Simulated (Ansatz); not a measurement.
La:
```yaml
crystal:
  lattice:
    - [3.77165, 0.00000, 0.00000]
    - [-1.88582, 3.26634, 0.00000]
    - [0.00000, 0.00000, 6.09998]
  atoms:
    - { symbol: La, position: [0.33333, 0.66667, 0.25000] }
    - { symbol: La, position: [0.66667, 0.33333, 0.75000] }
```

Relaxed with PBE. Special points in fractions of this cell's reciprocal vectors: Γ (0.000, 0.000, 0.000); M (0.500, 0.000, 0.000); K (0.333, 0.333, 0.000); A (0.000, 0.000, 0.500); L (0.500, 0.000, 0.500); H (0.333, 0.333, 0.500).

Task: List the band energies nearest the Fermi level at these points for plane-wave PAW PBE with spin–orbit coupling (Ansatz code).

Result: In eV from the Fermi level; about four levels below and three above (degenerate sets whole), none deeper than 8.9 eV; points with the same levels are listed once.

```json
[
 {"k": "Γ", "below": "-3.25 -3.25 -1.79 -1.79", "above": "1.02 1.02 1.22 1.22"},
 {"k": "M", "below": "-1.20 -1.20 -1.17 -1.17", "above": "1.10 1.10 1.17 1.17"},
 {"k": "K", "below": "-1.30 -1.30 -0.11 -0.11", "above": "0.07 0.07 0.21 0.21"},
 {"k": "A", "below": "-1.93 -1.93 -1.93 -1.93", "above": "0.53 0.53 0.53 0.53"},
 {"k": "L", "below": "-0.41 -0.41 -0.41 -0.41", "above": "1.44 1.44 1.44 1.44"},
 {"k": "H", "below": "-0.34 -0.34 -0.22 -0.22", "above": "0.81 0.81 0.93 0.93"}
]
```

Space group P6_3/mmc. The workflow started from an entry of the Crystallography Open Database (COD). Its sites differ from those of the usual phase in this space group: another stacking or structure type. The PBE relaxation kept the symmetry of its start; its stability against distortions is not shown here.

Potentials: the earlier of the program's two PAW sets.
